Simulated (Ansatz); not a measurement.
Relaxation of a generated trial cell of AlNi in the AFLOW prototype AB_oI4_44_a_b (as in GaAs); 2 atoms in the cell, which starts as Imm2 (No. 44), oI4; a = 4.449 Å, b = 4.569 Å, c = 2.447 Å, α = 90.00°, β = 90.00°, γ = 90.00°. The numbers are results of PBE (plane waves to 420 eV, PAW, scalar-relativistic; Ansatz, an electronic-structure program), not measurements. Γ-centred k-mesh 15×15×15 on the run's cell (coarser than for final values), Fermi–Dirac smearing 0.05 eV. This is the first round of the run. Spin-polarised start, with parallel moments on Ni.

The optimiser's lines from the output (shortened; P is positive under compression):

```
relax step   1: F+E_penalty+E_count = -6377.30273490 eV  Δ(F+E_penalty+E_count) = +0.000e0 eV  max|allowed force component| = 1.268e-3 eV/Å  Δτ_max = 0.0000 Å  P = +13.490 GPa  Ω = 24.875 Å³  (14 SCF iters, dr2 threshold 1.00e-7 eV, accepted)
relax step   2: F+E_penalty+E_count = -6377.50513857 eV  Δ(F+E_penalty+E_count) = -2.024e-1 eV  max|allowed force component| = 1.333e-1 eV/Å  Δτ_max = 0.0115 Å  P = +5.881 GPa  Ω = 25.902 Å³  (9 SCF iters, dr2 threshold 2.00e-7 eV, accepted)
relax step   3: F+E_penalty+E_count = -6377.63231462 eV  Δ(F+E_penalty+E_count) = -1.272e-1 eV  max|allowed force component| = 1.627e-1 eV/Å  Δτ_max = 0.0499 Å  P = +2.192 GPa  Ω = 26.613 Å³  (10 SCF iters, dr2 threshold 2.00e-7 eV, accepted)
relax step   4: F+E_penalty+E_count = -6377.64228110 eV  Δ(F+E_penalty+E_count) = -9.966e-3 eV  max|allowed force component| = 1.909e-2 eV/Å  Δτ_max = 0.0336 Å  P = -0.576 GPa  Ω = 27.238 Å³  (10 SCF iters, dr2 threshold 2.00e-7 eV, accepted)
relax step   5: F+E_penalty+E_count = -6377.64276647 eV  Δ(F+E_penalty+E_count) = -4.854e-4 eV  max|allowed force component| = 1.169e-2 eV/Å  Δτ_max = 0.0053 Å  P = -0.203 GPa  Ω = 27.146 Å³  (8 SCF iters, dr2 threshold 2.00e-7 eV, accepted)
relax step   6: F+E_penalty+E_count = -6377.64283588 eV  Δ(F+E_penalty+E_count) = -6.941e-5 eV  max|allowed force component| = 1.744e-4 eV/Å  Δτ_max = 0.0020 Å  P = +0.010 GPa  Ω = 27.102 Å³  (7 SCF iters, dr2 threshold 1.70e-7 eV, accepted)
relax step   7: F+E_penalty+E_count = -6377.64283548 eV  Δ(F+E_penalty+E_count) = +4.024e-7 eV  max|allowed force component| = 1.064e-5 eV/Å  Δτ_max = 0.0000 Å  P = -0.002 GPa  Ω = 27.104 Å³  (6 SCF iters, dr2 threshold 1.25e-9 eV, accepted)
relax step   8: F+E_penalty+E_count = -6377.64666633 eV  Δ(F+E_penalty+E_count) = -3.831e-3 eV  max|allowed force component| = 1.067e-5 eV/Å  Δτ_max = 0.0000 Å  P = +0.325 GPa  Ω = 27.104 Å³  stress off target by 4.95e-1 GPa  SCF on the basis re-selected at this cell (its energy is not comparable with the rows above)  (11 SCF iters)
relax step   9: F+E_penalty+E_count = -6377.64679904 eV  Δ(F+E_penalty+E_count) = -1.327e-4 eV  max|allowed force component| = 1.336e-4 eV/Å  Δτ_max = 0.0000 Å  P = +0.035 GPa  Ω = 27.180 Å³  (7 SCF iters, dr2 threshold 2.00e-7 eV, accepted)
relax step  10: F+E_penalty+E_count = -6377.64679797 eV  Δ(F+E_penalty+E_count) = +1.063e-6 eV  max|allowed force component| = 4.827e-6 eV/Å  Δτ_max = 0.0000 Å  P = +0.002 GPa  Ω = 27.189 Å³  (7 SCF iters, dr2 threshold 8.05e-9 eV, accepted)
relax step  11: F+E_penalty+E_count = -6377.64682266 eV  Δ(F+E_penalty+E_count) = -2.469e-5 eV  max|allowed force component| = 4.879e-6 eV/Å  Δτ_max = 0.0000 Å  P = -0.001 GPa  Ω = 27.189 Å³  stress off target by 3.53e-3 GPa  SCF on the basis re-selected at this cell (its energy is not comparable with the rows above)  (9 SCF iters)
```

From the first to the last row the energy changes by -0.17 eV/atom and the volume by +9.3 %. The last row is marked as not comparable with the walk above it, whose basis was carried along; it does compare with step 1, since both stand on a basis selected at the nominal cutoff for their own cell.

Later rounds, restarted from the end of this one on a renewed k-mesh, logged 7 more steps and released under 0.01 eV/atom more. The final structure after all rounds: Immm (No. 71), oI4; a = 2.6586 Å, b = 4.1288 Å, c = 4.9552 Å, α = β = γ = 90.00°. Between re-selections the logged energies stand on a plane-wave basis carried along with the cell. No spin polarisation in the result: the starting moments vanished. A magnetic state may lie lower.

The run could not lower the symmetry of its start; a shaken copy of this end point relaxes with PBE to R-3m (No. 166), 0.21 eV/atom lower.

The relaxed structure here is a generated cell of AlNi: the first start was made by placing the elements on the sites of a structure type, and the end was not matched to a known phase here, so it may be hypothetical. Known forms of AlNi include space group No. 221.
